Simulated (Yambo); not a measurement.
Yambo run on KOH (space group P2_1/c, No. 14). The wavefunctions are PBEsol (Quantum ESPRESSO, PseudoDojo norm-conserving, 84 Ry, without SOC) ones on a 2×4×2 mesh (32 occupied bands); a = 5.6468 Å, b = 3.9683 Å, c = 7.8519 Å, α = 90.00°, β = 112.62°, γ = 90.00°.

Yambo input:

```
rim_cut
HF_and_locXC
RandQpts= 1000000
RandGvec= 1 Ry
EXXRLvcs= 84 Ry
VXCRLvcs= 336 Ry
% QPkrange
 1 | 1 | 32 | 33 |
 6 | 6 | 32 | 33 |
 7 | 7 | 32 | 33 |
 12 | 12 | 32 | 33 |
%
```

k points by index: 1 = Γ, 6 = (0, -0.5, -0.5), 7 = (-0.5, 0, 0), 12 = (-0.5, -0.5, -0.5).

Resulting energies as the program prints them:

```
#    K-point    Band    Eo [eV]    Ehf [eV]    Vxc [eV]    Vnlxc [eV]
#
    1    32    -0.003585    -5.923440    -18.62159    -24.54145
    1    33    3.858584    8.081638    -9.217381    -4.994327
    6    32    -0.471661    -6.261406    -18.03857    -23.82832
    6    33    6.832339    11.99686    -9.952587    -4.788064
    7    32    0.000000    -5.924988    -18.64771    -24.57270
    7    33    5.889858    10.59370    -9.922170    -5.218324
    12    32    -0.434031    -6.344157    -17.97069    -23.88082
    12    33    6.556045    11.48647    -9.320872    -4.390450
```
Exchange alone, without screening.

Geometry of the Materials Project entry, not relaxed at this level.
